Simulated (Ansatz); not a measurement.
Values for one crystal, relaxed and computed with the program Ansatz at the r²SCAN level (PAW); other levels are named.

| Quantity | Result |
|---|---|
| Volume per atom | 28.60 Å³ |
| Electronic character | no gap, with almost no states at the Fermi level (zero-gap or semimetallic) |
| Density of states at the Fermi level | 0.00 states/eV per atom (mean over ±0.08 eV) |
| Bulk modulus (Birch–Murnaghan fit) | 55.7 GPa |
| Pressure derivative B′ | 4.7 |

Which compound is it?
(A) InMo2C, P6_3/mmc (In on 2d, Mo on 4f, C on 2a)
(B) Zn3GaNO3, P3m1 (Pearson symbol hP8)
(C) In3GaSbAs3, Pmm2 (Pearson symbol oP8)
(D) GaAs, I-4m2 (Ga on 2c, As on 2a)

C, In3GaSbAs3, Pmm2 (Pearson symbol oP8)

The start of the workflow was typed in or built on a structure type; neither database checked (COD, Materials Project) lists it. Its standing as an ambient phase is unchecked. The cell was relaxed with r²SCAN under the symmetry of its start; its stability against distortions is not shown here. Spin–orbit coupling is left out wherever it is not named.

Potentials: the earlier of the program's two PAW sets.
